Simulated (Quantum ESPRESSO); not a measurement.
# Ge6NSi: input and log of a self-consistent run

A calculation, not a measurement. The program is pw.x of Quantum ESPRESSO 7.5 (plane-wave density functional theory). The cell is made up: 8 atoms on a zincblende/diamond lattice, with randomly drawn elements, strain and displacements, not relaxed. PseudoDojo standard norm-conserving files (v0.5 for PBE, v0.4.1 for LDA and PBEsol) set the functional; there is no spin polarisation, spin-orbit coupling or dispersion term, and the masses in the input are unused placeholders. A spin-polarised start on this cell or one of its family kept no moment.

Input:

```
&control calculation='scf', pseudo_dir='./dojo.nc.sr.pbe.v0_5.standard.upf', outdir='./o', disk_io='low', tprnfor=.true., tstress=.true. /
&system ibrav=0, nat=8, ntyp=3, nbnd=57, ecutwfc=84.00895049, nosym=.true., tot_charge=0,
 occupations='smearing', smearing='fd', degauss=0.0073498644
/
&electrons conv_thr=7.350e-09, electron_maxstep=60, /
ATOMIC_SPECIES
Ge 1.0 Ge.upf
N 1.0 N.upf
Si 1.0 Si.upf
CELL_PARAMETERS angstrom
5.6215 0.0 0.0
0.0 5.6215 0.0
0.0 0.0 5.6215
ATOMIC_POSITIONS angstrom
Ge -0.0226 0.0019 0.0086
Ge -0.0193 2.8642 2.8322
Ge 2.8162 -0.0241 2.7575
Ge 2.7869 2.8774 0.0006
Ge 1.3866 1.37 1.4411
N 1.3744 4.2098 4.2444
Si 4.2243 1.4595 4.2037
Ge 4.2115 4.206 1.2949
K_POINTS automatic
6 6 6 1 1 1
```

The log is shortened where brackets say so; the opening notice, blank lines, dates and the lines on written files are dropped, and the path of the files is cut. It prints rydbergs, bohrs and kilobars, and counts compression as positive stress.

```
     Program PWSCF v.7.5
     Parallel version (MPI & OpenMP), running on       4 processor cores
     Number of MPI processes:                 4
     Threads/MPI process:                     1
     [start-up lines left out]
     bravais-lattice index     =            0
     lattice parameter (alat)  =      10.6231  a.u.
     unit-cell volume          =    1198.8180 (a.u.)^3
     number of atoms/cell      =            8
     number of atomic types    =            3
     number of electrons       =        93.00
     number of Kohn-Sham states=           57
     kinetic-energy cutoff     =      84.0090  Ry
     charge density cutoff     =     336.0358  Ry
     scf convergence threshold =      7.3E-09
     mixing beta               =       0.7000
     number of iterations used =            8  plain     mixing
     Exchange-correlation= PBE
                           (   1   4   3   4   0   0   0)
     [axes and pseudopotential details left out]
   Cartesian axes
     site n.     atom                  positions (alat units)
         1        Ge     tau(   1) = (  -0.0040203   0.0003380   0.0015298  )
         2        Ge     tau(   2) = (  -0.0034332   0.5095081   0.5038157  )
         3        Ge     tau(   3) = (   0.5009695  -0.0042871   0.4905274  )
         4        Ge     tau(   4) = (   0.4957574   0.5118563   0.0001067  )
         5        Ge     tau(   5) = (   0.2466601   0.2437072   0.2563551  )
         6        N      tau(   6) = (   0.2444899   0.7488749   0.7550298  )
         7        Si     tau(   7) = (   0.7514542   0.2596282   0.7477897  )
         8        Ge     tau(   8) = (   0.7491773   0.7481989   0.2303478  )
     number of k points=   108  Fermi-Dirac smearing, width (Ry)=  0.0073
     Number of k-points >= 100: set verbosity='high' to print them.
     Dense  grid:   124289 G-vectors     FFT dimensions: (  64,  64,  64)
     Estimated max dynamical RAM per process >     548.11 MB
     Estimated total dynamical RAM >       2.05 GB
     Initial potential from superposition of free atoms
     starting charge      92.9944, renormalised to      93.0000
     Starting wfcs are   62 randomized atomic wfcs
     total cpu time spent up to now is       10.3 secs
     per-process dynamical memory:   470.5 Mb
     Self-consistent Calculation
     iteration #  1     ecut=    84.01 Ry     beta= 0.70
     Davidson diagonalization with overlap
     ethr =  1.00E-02,  avg # of iterations =  3.1
     Threshold (ethr) on eigenvalues was too large:
     Diagonalizing with lowered threshold
     Davidson diagonalization with overlap
     ethr =  7.06E-04,  avg # of iterations =  2.1
     total cpu time spent up to now is       65.3 secs
     total energy              =   -1100.47561865 Ry
     estimated scf accuracy    <       0.65170909 Ry
     iteration #  2     ecut=    84.01 Ry     beta= 0.70
     Davidson diagonalization with overlap
     ethr =  7.01E-04,  avg # of iterations =  7.3
     total cpu time spent up to now is       96.7 secs
     total energy              =   -1100.20819710 Ry
     estimated scf accuracy    <       5.08904167 Ry
     iteration #  3     ecut=    84.01 Ry     beta= 0.70
     Davidson diagonalization with overlap
     ethr =  7.01E-04,  avg # of iterations =  4.8
     total cpu time spent up to now is      128.0 secs
     total energy              =   -1100.82819904 Ry
     estimated scf accuracy    <       0.03509565 Ry
     iteration #  4     ecut=    84.01 Ry     beta= 0.70
     Davidson diagonalization with overlap
     ethr =  3.77E-05,  avg # of iterations =  5.8
     total cpu time spent up to now is      158.5 secs
     total energy              =   -1100.83562609 Ry
     estimated scf accuracy    <       0.00444023 Ry
     iteration #  5     ecut=    84.01 Ry     beta= 0.70
     Davidson diagonalization with overlap
     ethr =  4.77E-06,  avg # of iterations =  6.3
     total cpu time spent up to now is      187.5 secs
     total energy              =   -1100.83622309 Ry
     estimated scf accuracy    <       0.00045861 Ry
     iteration #  6     ecut=    84.01 Ry     beta= 0.70
     Davidson diagonalization with overlap
     ethr =  4.93E-07,  avg # of iterations =  2.5
     total cpu time spent up to now is      211.9 secs
     total energy              =   -1100.83632603 Ry
     estimated scf accuracy    <       0.00014678 Ry
     iteration #  7     ecut=    84.01 Ry     beta= 0.70
     Davidson diagonalization with overlap
     ethr =  1.58E-07,  avg # of iterations =  2.0
     total cpu time spent up to now is      235.6 secs
     total energy              =   -1100.83635542 Ry
     estimated scf accuracy    <       0.00000130 Ry
     iteration #  8     ecut=    84.01 Ry     beta= 0.70
     Davidson diagonalization with overlap
     ethr =  1.39E-09,  avg # of iterations =  4.2
     total cpu time spent up to now is      267.9 secs
     total energy              =   -1100.83635612 Ry
     estimated scf accuracy    <       0.00000055 Ry
     iteration #  9     ecut=    84.01 Ry     beta= 0.70
     Davidson diagonalization with overlap
     ethr =  5.89E-10,  avg # of iterations =  2.0
     total cpu time spent up to now is      290.8 secs
     total energy              =   -1100.83635623 Ry
     estimated scf accuracy    <       0.00000012 Ry
     iteration # 10     ecut=    84.01 Ry     beta= 0.70
     Davidson diagonalization with overlap
     ethr =  1.25E-10,  avg # of iterations =  2.0
     total cpu time spent up to now is      313.2 secs
     End of self-consistent calculation
     Number of k-points >= 100: set verbosity='high' to print the bands.
     the Fermi energy is     7.8947 ev
!    total energy              =   -1100.83635625 Ry
     estimated scf accuracy    <          3.7E-09 Ry
     smearing contrib. (-TS)   =      -0.00316010 Ry
     internal energy E=F+TS    =   -1100.83319616 Ry
     The total energy is F=E-TS. E is the sum of the following terms:
     one-electron contribution =    -611.59542066 Ry
     hartree contribution      =     363.52901564 Ry
     xc contribution           =    -270.53969513 Ry
     ewald contribution        =    -582.22709601 Ry
     convergence has been achieved in  10 iterations
     Forces acting on atoms (cartesian axes, Ry/au):
     atom    1 type  1   force =     0.04016532   -0.00797709   -0.06844728
     atom    2 type  1   force =     0.03997950    0.02484746    0.03454779
     atom    3 type  1   force =    -0.00861209   -0.02093422    0.06471144
     atom    4 type  1   force =    -0.05919429   -0.01440167   -0.06675585
     atom    5 type  1   force =    -0.00197325    0.02771296   -0.00939806
     atom    6 type  2   force =     0.00088867    0.00027757   -0.00283298
     atom    7 type  3   force =    -0.01817077   -0.01559776    0.00302378
     atom    8 type  1   force =     0.00691692    0.00607274    0.04515115
     Total force =     0.161907     Total SCF correction =     0.000458
     Computing stress (Cartesian axis) and pressure
          total   stress  (Ry/bohr**3)                   (kbar)     P=      -28.48
  -0.00017858   0.00006851   0.00001502          -26.27       10.08        2.21
   0.00006851  -0.00019397  -0.00002037           10.08      -28.53       -3.00
   0.00001502  -0.00002037  -0.00020822            2.21       -3.00      -30.63
     init_run     :      9.77s CPU     10.19s WALL (       1 calls)
     electrons    :    300.14s CPU    302.93s WALL (       1 calls)
     forces       :      3.15s CPU      3.16s WALL (       1 calls)
     stress       :     11.02s CPU     11.02s WALL (       1 calls)
     [timing details left out]
     PWSCF        :   5m24.37s CPU   5m27.67s WALL
     JOB DONE.
```

In other units: free energy -14977.642 eV for the cell, pressure -2.85 GPa, largest force component 1.760 eV/Å. A rerun of a related cell, with the same atoms placed differently, at 1437 eV and a 8 x 8 x 8 mesh moved values by no more than 0.011 eV in energy, 0.04 GPa in stress and 0.007 eV/Å in force.